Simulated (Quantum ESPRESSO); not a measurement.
## W2In3IrNbLi (different elements on one site, starting from this cell)

Computed values, not a measurement. The program is pw.x of Quantum ESPRESSO 7.5 (plane-wave density functional theory). The cell is made up: eight metal atoms on a hexagonal close-packed lattice, with elements, volume, strain and displacements drawn at random and not relaxed, so it may be unstable or far from any real phase. PseudoDojo standard norm-conserving files set the functional (PBE unless stated); there is no spin polarisation or spin-orbit coupling, the Fermi-Dirac width of 0.25 eV means electrons at about 2900 K, and the masses in the input are unused placeholders. The tin pseudopotential is less sure than most, with forces differing by about three percent from a second method on plain tin. Heavy elements are run without spin-orbit coupling, which real alloys of them have. A spin test at this wide smearing found no moment, but such smearing suppresses magnetism that the real alloy may have.

The runs put different elements on site 1. Cell, positions, cutoff, mesh and smearing stay as in the input of run 1; sites are counted in its order. Stress in the tables is positive in tension.

Input of run 1:

```
&control calculation='scf', pseudo_dir='./dojo.nc.sr.pbe.v0_5.standard.upf', outdir='./o', disk_io='medium', tprnfor=.true., tstress=.true. /
&system ibrav=0, nat=8, ntyp=5, nbnd=63, ecutwfc=84.00895049, nosym=.true., tot_charge=0,
 occupations='smearing', smearing='fd', degauss=0.0183746611
/
&electrons conv_thr=1.470e-08, electron_maxstep=70, mixing_beta=0.5 /
ATOMIC_SPECIES
In 1.0 In.upf
Ir 1.0 Ir.upf
Li 1.0 Li.upf
Nb 1.0 Nb.upf
W 1.0 W.upf
CELL_PARAMETERS angstrom
2.961 0.0 4.804
2.961 0.0 -4.804
-2.961 5.1287 0.0
ATOMIC_POSITIONS angstrom
W 0.1366 -0.1707 -0.0086
W -1.4843 2.4006 0.0853
In 2.8401 1.692 -2.3744
In 1.5112 4.2722 -2.3175
Ir 2.9481 0.1382 0.1754
In 1.4493 2.598 0.1935
Nb 2.9749 1.7105 2.4261
Li 1.394 4.2665 2.412
K_POINTS automatic
5 5 5 1 1 1
```

| run | elements on sites 1 to 8 | -TS (eV) | pressure (GPa) | stress xx (GPa) | stress yy (GPa) | stress zz (GPa) | stress yz (GPa) | stress xz (GPa) | stress xy (GPa) | iterations |
| --- | --- | --- | --- | --- | --- | --- | --- | --- | --- | --- |
| 1 | W W In In Ir In Nb Li | -1.299 | -1.56 | 0.69 | 4.67 | -0.67 | 0.32 | -1.13 | -0.02 | 13 |
| 2 | Sn W In In Ir In Nb Li | -1.090 | 6.45 | -5.18 | -6.99 | -7.18 | 0.88 | -3.22 | -0.95 | 12 |
| 3 | Os W In In Ir In Nb Li | -1.346 | -3.91 | 1.53 | 6.66 | 3.55 | 0.49 | -1.09 | 0.82 | 14 |
| 4 | Mg W In In Ir In Nb Li | -1.147 | 2.69 | -2.29 | -3.52 | -2.25 | 1.74 | -2.69 | 2.21 | 12 |

Forces Fx Fy Fz (eV/Å):

| site | run 1 | run 2 | run 3 | run 4 |
| --- | --- | --- | --- | --- |
| 1 | 0.55 0.79 0.06 | 0.19 0.69 -0.75 | 0.11 0.02 -0.42 | -0.05 0.61 0.01 |
| 2 | -0.33 0.17 -0.89 | 0.08 -0.29 -0.22 | -0.52 0.30 -0.84 | -0.15 -0.49 -0.37 |
| 3 | 1.09 -0.94 0.93 | 1.14 -0.53 1.41 | 1.11 -0.97 0.70 | 1.07 -0.62 1.26 |
| 4 | -0.25 0.53 -0.18 | -0.51 0.31 -0.50 | -0.26 0.66 -0.11 | -0.27 0.47 -0.35 |
| 5 | -0.13 -0.33 -0.01 | 0.18 -0.29 -0.20 | 0.10 -0.02 0.17 | 0.41 -0.38 -0.34 |
| 6 | -0.51 0.32 -0.68 | -0.69 0.10 -0.40 | -0.40 0.46 -0.60 | -0.59 0.16 -0.58 |
| 7 | -0.70 -0.63 0.66 | -0.64 0.01 0.55 | -0.38 -0.59 0.91 | -0.65 0.30 0.22 |
| 8 | 0.27 0.08 0.11 | 0.26 0.01 0.11 | 0.25 0.15 0.18 | 0.24 -0.04 0.14 |

Energies are left out, as each element's file has its own zero. A rerun of one cell of this series at a higher cutoff and on a denser mesh moved values by no more than 0.002 eV in energy, 0.04 GPa in stress and 0.006 eV/Å in force, and a second program with other atomic files agreed on that cell to 2 % rms in force and 0.5 GPa in pressure.